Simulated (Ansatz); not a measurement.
A geometry of SnSe away from equilibrium: the start of the relaxation of a generated cell, SnSe built in the AFLOW prototype AB_cP8_198_a_a (B20, as in FeSi). All values below come from r2SCAN (plane waves to 500 eV, PAW, scalar-relativistic; Ansatz, an electronic-structure program). Γ-centred k-mesh 4×4×4 on the run's cell (coarser than for final values), Fermi–Dirac smearing 0.05 eV.

```xyz
8
Lattice="6.3620 0.0000 0.0000 0.0000 6.3620 0.0000 0.0000 0.0000 6.3620" Properties=species:S:1:pos:R:3 pbc="T T T"
Sn     0.8685     0.8685     0.8685
Sn     4.0496     2.3125     5.4935
Sn     5.4935     4.0496     2.3125
Sn     2.3125     5.4935     4.0496
Se     5.3594     5.3594     5.3594
Se     2.1784     4.1837     1.0027
Se     1.0027     2.1784     4.1837
Se     4.1837     1.0027     2.1784
```

Task: Which atoms carry the largest force, and which way does it point?

Result: 0.82 eV/Å, on Se5, Se6, Se7, Se8 (atoms numbered as listed); on Se5 its components are (-0.47, -0.47, -0.47).

Task: What is the pressure?

Result: -7.5 GPa, compression positive.

Task: How much energy per atom can still be gained by relaxing?

Result: 0.53 eV/atom; the path ends in P2₁3 (No. 198).

No spin polarisation in the result.

The run could not lose the symmetry of its start; a randomly shaken copy of 8 atoms returns to this structure.

The end of the path is a generated cell of SnSe: the first start was made by placing the elements on the sites of a structure type, and the end was not matched to a known phase here, so it may be hypothetical. Known forms of SnSe include space group No. 62.
